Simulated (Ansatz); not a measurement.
**Zone-centre phonons of Cu3Pd: input and output**

Theory: DFT LDA, scalar-relativistic, plane waves, PAW (Ansatz 0.2.0).

Launched with:
```bash
ansatz run input.yaml --threads 1 --pin off --max-ram 3072MiB --backend cpu --events-out ev --progress --plain --runs-dir out
```

Input (bare energies are in eV):
```yaml
crystal:
  lattice:
    - [3.6127767916, 0.0, 0.0]
    - [0.0, 3.6127767916, 0.0]
    - [0.0, 0.0, 3.6126575458]
  atoms:
    - { symbol: Cu, position: [0.0, 0.5, 0.5] }
    - { symbol: Cu, position: [0.5, 0.0, 0.5] }
    - { symbol: Cu, position: [0.5, 0.5, 0.0] }
    - { symbol: Pd, position: [0.0, 0.0, 0.0] }
basis:
  ecutwfc: 420
kpoints:
  mp_grid: { grid: [12, 12, 12] }
hamiltonian:
  xc: lda
scf:
  occupations: { method: fermi_dirac, width: 0.15 }
output:
  eigenvalues: true
phonons:
  method: dfpt
  eigenvectors: true
```

Results section of the output:
```
--- Phonons (Γ-DFPT): 7 representative perturbations + reference, on 343 of 1728 k-points (Σ response iterations 26) ---
  k mesh reduced under 8 symmetry operations, with k and −k counted as one. Each operation leaves every solved displacement unchanged or reverses it
  ASR residual: 6.811e-4 → 0.000e0 eV/Å²; symmetrization residual: 9.412e-6 eV/Å²
  ASR residual per site (eV/Å²): 2.57e-4 2.57e-4 2.57e-4 6.81e-4
  Γ frequencies (cm⁻¹): 0.00 0.00 0.00 154.97 154.97 154.98 189.56 189.56 189.57 259.98 259.98 259.99
  non-analytic LO–TO correction: not included (Born effective charges unavailable; polar crystals: no LO–TO splitting at Γ)
```

The run took 7.3 min on 1 thread of Intel(R) Xeon(R) Platinum 8488C (Sapphire Rapids), on a shared host, peak memory 2.2 GiB.

In a metal, frequencies and elastic constants depend on the k mesh and the smearing, soft modes and shear constants most.